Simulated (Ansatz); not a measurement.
## What DFT gives for SrPt₂S₂

```xyz
5
Lattice="0.0000 4.0233 0.0000 4.0233 0.0000 0.0000 2.0117 2.0117 -6.3382" Properties=species:S:1:pos:R:3 pbc="T T T"
Sr    0.0000    0.0000    0.0000
Pt    4.0233    2.0117   -3.1691
Pt    2.0117    4.0233   -3.1691
S     2.0117    2.0117   -1.7747
S     4.0233    4.0233   -4.5635
```

Method: PBE, no spin polarisation; PAW, plane waves to 420 eV, 9×9×9 Γ-centred mesh, gaussian occupations (width 0.0435 eV) (Ansatz 0.2.0), atoms fixed.

(1) Is it stable against the elements?

(2) What happens at the Fermi level?

(3) Which element gives electrons and which takes them?

(4) Is the cell too large or too small?

(5) Describe some of the short contacts.

(6) Which atom feels the largest force, and which way?

Origin: a known structure type with other elements, at an estimated volume, so it need not be a known compound. Caveats: many states at the Fermi level without spin polarisation, so a magnetic state may lie lower.

Results:

(1) -0.37 eV an atom against the elements' usual phases (free molecules for gases, crystals otherwise, with no correction for O₂ or N₂), so it is bound against them; other compounds may still compete. Relaxing would lower it.

(2) It is a metal, with about 7.5 states/eV a cell as the mean within 0.25 eV of the Fermi level, mostly Pt d (59 %) and S p (32 %).

(3) Bader charges in e: Sr +1.43, Pt -0.05, S -0.66. In the mean Sr gives up most and S takes most.

(4) The pressure is 3.1 GPa (compression positive), so with the atoms held at these fractions the cell would first expand; the forces are large, so a full relaxation may end otherwise. The principal stresses -2.4, 5.8, 5.8 GPa differ, so its shape would change too.

(5) Pt–S at 2.45 Å: least valence density 0.56 e/Å³ and ELF 0.40 there. Pt–Pt at 2.84 Å: least valence density 0.33 e/Å³ and ELF 0.21 there. Sr–S at 3.35 Å: least valence density 0.08 e/Å³ and ELF 0.06 there. These are pseudo-fields; inside the PAW spheres they differ from the all-electron ones.

(6) The largest is on S4 (and as large on other atoms): 1.46 eV/Å, components (0.00, 0.00, 1.46). It makes 125° with the line to a nearest neighbour, Pt2 at 2.45 Å.
